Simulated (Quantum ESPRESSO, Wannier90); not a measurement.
## CsPbCl₃ (cubic perovskite), plane waves to Wannier functions

```xyz
5
Lattice="5.6798 0.0000 0.0000 0.0000 5.6798 0.0000 0.0000 0.0000 5.6798" Properties=species:S:1:pos:R:3 pbc="T T T"
Cs     0.0000     0.0000     0.0000
Pb     2.8399     2.8399     2.8399
Cl     0.0000     2.8399     2.8399
Cl     2.8399     0.0000     2.8399
Cl     2.8399     2.8399     0.0000
```

Structure: Materials Project mp-23037, symmetrised, not relaxed again. COD (Crystallography Open Database) records the formula in this space group. Ideal cubic forms of this type are often high-temperature phases that distort on cooling; symmetry holds the cell here, and its stability was not tested. Level: PBEsol, no spin polarisation, no spin-orbit coupling; pw.x of Quantum ESPRESSO at 50 Ry with PseudoDojo potentials, 6×6×6 k-points, Wannier90. Density: 6×6×6 mesh, cold smearing 0.01 Ry. Spin-orbit coupling is left out although heavy elements are present.

Valence charges of the files: Cs 9, Pb 14, Cl 7. 36 bands were computed.

Isolated groups of bands, relative to the valence-band maximum (bands from 23 on overlap up to the last one computed):

| bands | from (eV) | to (eV) | filling | weight on atomic waves |
|---|---|---|---|---|
| 1 | -21.14 | -21.14 | filled | Cs 5s 100 % |
| 2–6 | -16.56 | -16.36 | filled | Pb 5d 98 % |
| 7–9 | -14.76 | -13.98 | filled | Cl 3s 89 %, Pb 6p 5 % |
| 10–13 | -8.77 | -6.59 | filled | Cs 5p 74 %, Pb 6s 18 %, Cl 3p 6 % |
| 14–22 | -4.32 | 0.00 | filled | Cl 3p 89 %, Pb 6p 6 % |

Wanted is a model with the orbitals Cs s, Pb p, Cl s p, without the filled groups that are mainly made of other shells (semicore states, and anion s where it isn't named); all higher bands stay in for disentanglement.

Give num_wann, exclude_bands and num_bands, and the number of electrons that the model holds.

Electrons: 1×9 + 1×14 + 3×7 = 44, which fill 22 bands.
num_wann = 1×1 + 1×3 + 3×4 = 16.
exclude_bands = 1-6,10-13, 10 bands, so num_bands = 36 − 10 = 26.
The model holds 44 − 2×10 = 24 electrons. With the window frozen to 3.47 eV it follows pw.x to 1.2 meV rms (states up to 3.0 eV relative to the valence-band maximum).
